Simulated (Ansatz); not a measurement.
AlFe (CsCl type)

```xyz
2
Lattice="2.8747 0.0000 0.0000 0.0000 2.8747 0.0000 0.0000 0.0000 2.8747" Properties=species:S:1:pos:R:3 pbc="T T T"
Al     0.0000     0.0000     0.0000
Fe     1.4374     1.4374     1.4374
```

The slice is a {110} plane (indices of the conventional cell) through the point (0.000, 0.000, 0.000) (fractional), spanned by u = [100] and v = [011] in vectors of this cell: u (2.87 Å) and v (4.07 Å, at 90° to u). It covers one period; positions are fractions (u, v).

Computed with PBE (plane waves to 420 eV, PAW, scalar-relativistic; Ansatz, a program for electronic structure). k mesh 16×16×16. These are valence fields of a PAW run, semicore shells included where kept as valence: close to a nucleus they are smooth pseudo fields. AlFe was relaxed with its symmetry unable to fall. Relaxed AlFe ends ferromagnetic. The magnetic order is the one the run started from; other orders were not tried.

Q: What is the valence density on the shortest Al–Fe line in this plane (2.49 Å), at its midpoint?

A: 0.31 e/Å³.

Q: What is the ELF at the midpoint of the shortest Al–Fe line in this plane (2.49 Å)?

A: 0.4.

Q: Predict the map of the valence electron density on the slice.

A: 
| v \ u | 0.00 | 0.13 | 0.26 | 0.39 | 0.52 | 0.65 | 0.78 | 0.91 |
|---|---|---|---|---|---|---|---|---|
| 0.94 | -1.2 | -1.0 | -0.7 | -0.6 | -0.6 | -0.6 | -0.8 | -1.1 |
| 0.84 | -0.8 | -0.7 | -0.6 | -0.6 | -0.6 | -0.6 | -0.6 | -0.8 |
| 0.75 | -0.6 | -0.6 | -0.5 | -0.4 | -0.4 | -0.4 | -0.5 | -0.6 |
| 0.66 | -0.6 | -0.5 | -0.3 | 0.3 | 0.5 | 0.1 | -0.4 | -0.6 |
| 0.56 | -0.6 | -0.5 | 0.2 | 1.1 | 1.4 | 0.9 | -0.1 | -0.5 |
| 0.47 | -0.6 | -0.5 | 0.3 | 1.2 | 1.5 | 1.0 | -0.1 | -0.5 |
| 0.38 | -0.6 | -0.5 | -0.1 | 0.6 | 0.9 | 0.4 | -0.3 | -0.6 |
| 0.28 | -0.6 | -0.6 | -0.4 | -0.3 | -0.2 | -0.3 | -0.5 | -0.6 |
| 0.19 | -0.7 | -0.6 | -0.6 | -0.5 | -0.6 | -0.5 | -0.6 | -0.7 |
| 0.09 | -1.1 | -0.9 | -0.6 | -0.6 | -0.6 | -0.6 | -0.7 | -1.0 |
| 0.00 | -1.2 | -1.1 | -0.7 | -0.6 | -0.6 | -0.6 | -0.8 | -1.2 |

Values: log₁₀ of the valence density in e/Å³. The scale is logarithmic, as a density can span decades between atoms and voids.
